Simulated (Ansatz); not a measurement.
**Ta₂H₅: from a guess to a relaxed structure**

Method: Ansatz 0.2.0, DFT PBE, scalar-relativistic, plane waves, PAW. Cutoff 420 eV, Gaussian smearing, Γ-centred meshes. Cell and atoms relax first on a coarse mesh and then on a finer one. In between, the cell is made exact in the group found at 0.06 Å. In metals the finer mesh still leaves noise of several meV/atom or more. The steps can't lower the symmetry of their start. No spin polarisation.

The guess for Ta₂H₅ was made by a generator: random cell by space group and Wyckoff sites (P4/mmm, No. 123). The dimensions are guesses.

Space group P4/mmm (No. 123). a = 3.578 Å, b = 3.578 Å, c = 5.734 Å, α = 90.00°, β = 90.00°, γ = 90.00°
```json
{"atom": "Ta", "site": "2e", "symmetry": "mmm.", "x": "0.5000", "y": "0.0000", "z": "0.5000"}
{"atom": "H", "site": "2f", "symmetry": "mmm.", "x": "0.5000", "y": "0.0000", "z": "0.0000"}
{"atom": "H", "site": "2g", "symmetry": "4mm", "x": "0.0000", "y": "0.0000", "z": "0.4101"}
{"atom": "H", "site": "1c", "symmetry": "4/mmm", "x": "0.5000", "y": "0.5000", "z": "0.0000"}
```

Formation energies are uncorrected and refer to the elements' standard structures at the same level (H₂ as a molecule).

Q: Describe the relaxed structure.

A: The symmetry stays P4/mmm (No. 123). The volume per atom shrinks by 22.7 %, from 10.5 to 8.1 Å³. The shortest distance goes from 1.03 Å (H–H) to 1.79 Å (H–H). The ratio c/a of the conventional cell changes by a factor of 0.60. The energy falls by about 0.99 eV/atom (the start's value is from the coarse mesh). The end is written in a standard setting, so origin, axes and order of atoms can differ from the start's. Conventional cell: a = 3.892 Å, c = 3.744 Å. Ta is surrounded by 2 H at 1.87 Å, 4 H at 2.14 Å, 4 H at 2.70 Å and 4 Ta at 2.75 Å; H on a site of symmetry mmm has 2 Ta at 1.87 Å, 2 H at 1.95 Å and 4 H at 2.18 Å; H on a site of symmetry 4mm is surrounded by 1 H at 1.79 Å, 1 H at 1.96 Å, 4 Ta at 2.14 Å and 4 H at 2.18 Å; around H on a site of symmetry 4/mmm lie 4 H at 1.95 Å (long against covalent radii, as for large ions).

```cif
data_structure
_symmetry_space_group_name_H-M 'P4/mmm'
_symmetry_Int_Tables_number 123
_cell_length_a 3.8918
_cell_length_b 3.8918
_cell_length_c 3.7444
_cell_angle_alpha 90.000
_cell_angle_beta 90.000
_cell_angle_gamma 90.000
_cell_volume 56.71
loop_
_atom_site_label
_atom_site_type_symbol
_atom_site_symmetry_multiplicity
_atom_site_Wyckoff_symbol
_atom_site_fract_x
_atom_site_fract_y
_atom_site_fract_z
_atom_site_occupancy
Ta1 Ta 2 e 0.50000 0.00000 0.50000 1
H1 H 2 f 0.50000 0.00000 0.00000 1
H2 H 2 g 0.00000 0.00000 0.26117 1
H3 H 1 c 0.50000 0.50000 0.00000 1
```

Q: How does it come out in energy, and is it a metal?

A: The energy over the elements is +0.50 eV/atom and the gap on the 10×10×10 mesh of the 7-atom cell is 0 eV (a metal).

It can't be a ground state, since the elements alone are lower.

The last run used Gaussian smearing of 0.10 eV. These runs have no spin–orbit coupling, which can matter for Ta. The cell is a metal run without spin; a magnetic state may lie lower. With hydrogen, zero-point motion can shift formation energies by some tens of meV/atom. A structure relaxed within its symmetry needn't be a true minimum. In all, the 3 runs took 3.3 min on 1 thread of Intel(R) Xeon(R) Processor @ 2.50GHz (Skylake/Cascade Lake) (shared host).
